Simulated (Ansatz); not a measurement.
Relaxation of a relaxed Ti cell, doubled along one cell vector, shaken by Gaussian noise of σ = 0.08 Å a coordinate; 2 atoms in the cell, which starts as P-1 (No. 2), aP2; a = b = 2.626 Å, c = 5.252 Å, α = β = γ = 90.00°. Calculation: r2SCAN (plane waves to 500 eV, PAW, scalar-relativistic; Ansatz, a program for electronic structure). Γ-centred k-mesh 12×12×6 on the run's cell (coarser than for final values), Fermi–Dirac smearing 0.05 eV. This is the first round of the run. 

The optimiser's lines from the output (shortened; P is positive under compression):

```
relax step   1: F+E_penalty+E_count = -5007.00793838 eV  Δ(F+E_penalty+E_count) = +0.000e0 eV  max|allowed force component| = 6.084e-1 eV/Å  Δτ_max = 0.0000 Å  P = -0.372 GPa  Ω = 36.225 Å³  (7 SCF iters, dr2 threshold 1.00e-7 eV, accepted)
relax step   2: F+E_penalty+E_count = -5007.33401726 eV  Δ(F+E_penalty+E_count) = -3.261e-1 eV  max|allowed force component| = 9.612e-1 eV/Å  Δτ_max = 0.1953 Å  P = -0.756 GPa  Ω = 35.732 Å³  (8 SCF iters, dr2 threshold 2.00e-7 eV, accepted)
relax step   3: F+E_penalty+E_count = -5007.75074937 eV  Δ(F+E_penalty+E_count) = -4.167e-1 eV  max|allowed force component| = 7.023e-1 eV/Å  Δτ_max = 0.1970 Å  P = +0.192 GPa  Ω = 34.945 Å³  (8 SCF iters, dr2 threshold 2.00e-7 eV, accepted)
relax step   4: F+E_penalty+E_count = -5007.88780574 eV  Δ(F+E_penalty+E_count) = -1.371e-1 eV  max|allowed force component| = 4.949e-1 eV/Å  Δτ_max = 0.1950 Å  P = +1.335 GPa  Ω = 34.377 Å³  (8 SCF iters, dr2 threshold 2.00e-7 eV, accepted)
relax step   5: F+E_penalty+E_count = -5008.05222307 eV  Δ(F+E_penalty+E_count) = -1.644e-1 eV  max|allowed force component| = 5.249e-1 eV/Å  Δτ_max = 0.2000 Å  P = +0.559 GPa  Ω = 34.574 Å³  (8 SCF iters, dr2 threshold 2.00e-7 eV, accepted)
relax step   6: F+E_penalty+E_count = -5008.36677622 eV  Δ(F+E_penalty+E_count) = -3.146e-1 eV  max|allowed force component| = 8.427e-1 eV/Å  Δτ_max = 0.1951 Å  P = +1.523 GPa  Ω = 34.211 Å³  (8 SCF iters, dr2 threshold 2.00e-7 eV, accepted)
relax step   7: F+E_penalty+E_count = -5008.55683452 eV  Δ(F+E_penalty+E_count) = -1.901e-1 eV  max|allowed force component| = 1.803e-1 eV/Å  Δτ_max = 0.1368 Å  P = +2.596 GPa  Ω = 33.906 Å³  (8 SCF iters, dr2 threshold 2.00e-7 eV, accepted)
relax step   8: F+E_penalty+E_count = -5008.59745875 eV  Δ(F+E_penalty+E_count) = -4.062e-2 eV  max|allowed force component| = 1.647e-1 eV/Å  Δτ_max = 0.0540 Å  P = +2.589 GPa  Ω = 33.974 Å³  (7 SCF iters, dr2 threshold 2.00e-7 eV, accepted)
relax step   9: F+E_penalty+E_count = -5008.51257332 eV  Δ(F+E_penalty+E_count) = +8.489e-2 eV  max|allowed force component| = 6.504e-1 eV/Å  Δτ_max = 0.1098 Å  P = -3.552 GPa  Ω = 35.992 Å³  (8 SCF iters, dr2 threshold 2.00e-7 eV, rejected (line search))
relax step  10: F+E_penalty+E_count = -5008.60983238 eV  Δ(F+E_penalty+E_count) = -1.237e-2 eV  max|allowed force component| = 4.718e-2 eV/Å  Δτ_max = 0.0200 Å  P = +1.031 GPa  Ω = 34.431 Å³  (11 SCF iters, accepted)
relax step  11: F+E_penalty+E_count = -5008.61145278 eV  Δ(F+E_penalty+E_count) = -1.620e-3 eV  max|allowed force component| = 1.159e-3 eV/Å  Δτ_max = 0.0071 Å  P = +0.135 GPa  Ω = 34.705 Å³  (6 SCF iters, dr2 threshold 2.00e-7 eV, accepted)
relax step  12: F+E_penalty+E_count = -5008.61146834 eV  Δ(F+E_penalty+E_count) = -1.556e-5 eV  max|allowed force component| = 3.665e-4 eV/Å  Δτ_max = 0.0002 Å  P = +0.006 GPa  Ω = 34.746 Å³  (5 SCF iters, dr2 threshold 1.08e-7 eV, accepted)
relax step  13: F+E_penalty+E_count = -5008.61210377 eV  Δ(F+E_penalty+E_count) = -6.354e-4 eV  max|allowed force component| = 3.004e-4 eV/Å  Δτ_max = 0.0000 Å  P = -0.026 GPa  Ω = 34.746 Å³  stress off target by 3.88e-2 GPa  SCF on the basis re-selected at this cell (its energy is not comparable with the rows above)  (8 SCF iters)
relax step  14: F+E_penalty+E_count = -5008.61211005 eV  Δ(F+E_penalty+E_count) = -6.272e-6 eV  max|allowed force component| = 3.188e-5 eV/Å  Δτ_max = 0.0001 Å  P = +0.000 GPa  Ω = 34.738 Å³  (6 SCF iters, dr2 threshold 3.77e-9 eV, accepted)
relax step  15: F+E_penalty+E_count = -5008.61210291 eV  Δ(F+E_penalty+E_count) = +7.139e-6 eV  max|allowed force component| = 3.385e-5 eV/Å  Δτ_max = 0.0000 Å  P = +0.000 GPa  Ω = 34.738 Å³  stress off target by 1.49e-3 GPa  SCF on the basis re-selected at this cell (its energy is not comparable with the rows above)  (4 SCF iters)
```

From the first to the last row the energy changes by -0.80 eV/atom and the volume by -4.1 %. The last row is marked as not comparable with the walk above it, whose basis was carried along; it does compare with step 1, since both stand on a basis selected at the nominal cutoff for their own cell.

Step 9 was rejected by the optimiser.

Later rounds, restarted from the end of this one on a renewed k-mesh, logged 10 more steps and released under 0.01 eV/atom more. The final structure after all rounds: Fm-3m (No. 225), cF4, fcc (Cu type); a = 4.1106 Å, b = 4.1106 Å, c = 4.1106 Å, α = 90.00°, β = 90.00°, γ = 90.00°. Between re-selections the logged energies stand on a plane-wave basis carried along with the cell. No spin polarisation in the result.

The run could not lose the symmetry of its start, so the end can be a saddle point.

The relaxed structure here is a generated cell of Ti: the first start was made by placing the elements on the sites of a structure type, and the end was not matched to a known phase here, so it may be hypothetical. Known forms of Ti include space group No. 194.
